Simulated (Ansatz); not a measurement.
**ZnS with Te replacing S: gradients before and after relaxing the atoms**

Start: a supercell of ZnS (zinc blende type, F-43m) built from a COD entry (the entry's cell lengths or inner coordinates differ somewhat from later room-temperature determinations), with all atoms left at the host's positions.

Space group F-43m (No. 216); a = 16.2120 Å.

| site | Wyckoff | site symmetry | x | y | z |
| --- | --- | --- | --- | --- | --- |
| Zn1 | 16e | .3m | 0.0833 | 0.9167 | 0.0833 |
| Zn2 | 24g | 2.mm | 0.2500 | 0.9167 | 0.2500 |
| Zn6 | 48h | ..m | 0.5833 | 0.7500 | 0.4167 |
| Zn14 | 16e | .3m | 0.4167 | 0.5833 | 0.4167 |
| Zn27 | 4c | -43m | 0.7500 | 0.2500 | 0.7500 |
| Te | 4a | -43m | 0.0000 | 0.0000 | 0.0000 |
| S29 | 48h | ..m | 0.1667 | 0.0000 | 0.1667 |
| S32 | 16e | .3m | 0.3333 | 0.8333 | 0.1667 |
| S36 | 16e | .3m | 0.6667 | 0.6667 | 0.3333 |
| S42 | 24f | 2.mm | 0.5000 | 0.6667 | 0.5000 |

One atom of each set is listed; the run and its k-mesh use a cell of 54 atoms with edges of 11.46, 11.46, 11.46 Å.

Method: Kohn–Sham DFT in Ansatz, PBE, plane waves and PAW, scalar-relativistic, 420 eV cutoff, Γ-centred 2×2×2 k-points, Fermi–Dirac smearing 0.01 eV.

The largest force at the start is 2.4 eV/Å. Relaxing the ions at fixed cell moves them by 0.205 Å at most (atom 1, Zn) and 0.059 Å rms.

| site | moved (Å) | first shell before | first shell after | V_zz before (10²¹ V/m²) | η before |
| --- | --- | --- | --- | --- | --- |
| Zn1 | 0.205 | 1 Te at 2.34 Å, 3 S at 2.34 Å | 3 S at 2.32 Å, 1 Te at 2.54 Å | -2.72 | 0.00 |
| Zn2 | 0.003 | 4 S at 2.34 Å | 4 S at 2.31–2.34 Å | -0.081 | 0.71 |
| Zn6 | 0.005 | 4 S at 2.34 Å | 4 S at 2.34 Å | -0.018 | 0.68 |
| Zn14 | 0.000 | 4 S at 2.34 Å | 4 S at 2.34 Å | -0.013 | 0.00 |
| Te | 0.000 | 4 Zn at 2.34 Å | 4 Zn at 2.54 Å | 0.00 | – |
| S29 | 0.041 | 4 Zn at 2.34 Å | 4 Zn at 2.31–2.34 Å | -0.42 | 0.04 |
| S32 | 0.002 | 4 Zn at 2.34 Å | 4 Zn at 2.34 Å | 0.011 | 0.00 |
| S36 | 0.001 | 4 Zn at 2.34 Å | 4 Zn at 2.34 Å | -0.011 | 0.00 |
| S42 | 0.001 | 4 Zn at 2.34 Å | 4 Zn at 2.34 Å | -0.017 | 0.42 |

Problem. What are V_zz and η after the relaxation?

Solution. 

| site | V_zz after | η after | change of V_zz |
| --- | --- | --- | --- |
| Zn1 | 0.90 | 0.00 | +3.62 |
| Zn2 | 0.63 | 0.47 | – |
| Zn6 | 0.22 | 0.05 | +0.24 |
| Zn14 | 0.023 | 0.00 | +0.04 |
| Te | 0.00 | – | 0.00 |
| S29 | -1.66 | 0.56 | -1.24 |
| S32 | 0.16 | 0.00 | +0.15 |
| S36 | 0.12 | 0.00 | +0.13 |
| S42 | -0.054 | 0.99 | – |

The largest change of V_zz along a kept axis is on Zn1, from -2.72 to 0.90. Small gradients that grow severalfold: S29 (-0.42 to -1.66). Where |V_zz| stays above 0.1 and the axes keep their order, η moves most on S29, from 0.04 to 0.56. V_zz changes sign on Zn1 (same axis). On Zn2, S42 the largest principal value lies along another axis in the second run, so the two V_zz can't be compared directly. Other sites without a gradient aren't listed.

The defect repeats with the cell of 54 atoms, so it feels its images: sites between two images don't show the values beside a lone defect, and zeros or small values of η there can come from the images' arrangement. Without spin–orbit coupling the gradients at and beside Te can be off by some per cent, at some sites by more.
Before: The neighbours have not yet relaxed around the defect (largest force 2.4 eV/Å), so a real crystal will differ.
After: The relaxation keeps the site symmetry -43m of the start, so the impurity can't leave its site; a start off the site could end lower.
